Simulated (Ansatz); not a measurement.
Two states of YbBPd₃

```
CELL_PARAMETERS angstrom
4.08115 0.00000 0.00000
0.00000 4.08115 0.00000
0.00000 0.00000 4.08115
ATOMIC_POSITIONS crystal
Pd 0.00000 0.50000 0.50000
Pd 0.50000 0.00000 0.50000
Pd 0.50000 0.50000 0.00000
Yb 0.00000 0.00000 0.00000
B 0.50000 0.50000 0.50000
```

Single point in Ansatz 0.2.0 with r2SCAN. Cutoff 500 eV, PAW datasets, 6×6×6 Γ-centred k mesh, gaussian filling (width 0.157 eV).

State A: no moments (no spin polarisation). State B: Yb4 up (collinear spin).

Problem. Which state is lower, and how do they differ?

Solution. State B is lower by 3.6 meV an atom at zero smearing. So small a gap isn't resolved on this mesh where a state is a metal.

```
state  free energy (meV/atom)  largest moment in a small sphere (μB)  net moment (μB/cell)  gap on mesh (eV)  pressure (GPa)  largest force (eV/Å)
    A                     3.7                                   0.00                  0.00             metal            27.6                  0.00
    B                     0.0                                   0.36                  0.44             metal            27.9                  0.00
```

Origin: a database entry at a rescaled volume. Caveats: atoms or cell far from equilibrium; wide smearing; f shells without a U or exact exchange are poorly placed.
